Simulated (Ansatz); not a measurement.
Structures of TaI: which is lowest?

Plane-wave DFT in Ansatz with scalar-relativistic PAW potentials, cutoff 420 eV, Γ-centred meshes chosen by cell and gap, Gaussian smearing with energies taken to zero width. Every cell was relaxed (cell and atoms) in a run of its own, within the symmetry of its start. Functional: PBE.

Relaxed structures (starts from databases or built by putting these elements on another compound's sites):
A. Cccm, 4 atoms in the computed cell, a = 3.832 Å, b = 5.291 Å, c = 9.236 Å; sites (symmetry × multiplicity) Ta ..2/m × 4, I 222 × 4; start: built
B. P6/mmm, 6 atoms in the computed cell, a = 5.929 Å, c = 5.101 Å; sites (symmetry × multiplicity) Ta mmm × 3, I -6m2 × 2 + 6/mmm × 1; start: built

Rank them by energy. Could pressure change the order?

| structure | group | E − E(lowest) (meV/atom) | V (Å³/atom) | gap on mesh (eV) |
| --- | --- | --- | --- | --- |
| B | P6/mmm | 0.0 | 25.88 | 0.00 |
| A | Cccm | 85 | 23.41 | 0.00 |

B is lowest, 85 meV/atom under A. A is denser by 2.47 Å³/atom, so pressure favours it: ΔE/ΔV, with ΔE in eV and 1 eV/Å³ = 160.2 GPa, gives about 6 GPa for equal enthalpy if both cells were rigid, a rough figure since the two compress differently. Other structures may lie lower than all of these, and vibrations aren't counted.

Spin-orbit coupling is left out, which matters for the bands of heavy elements.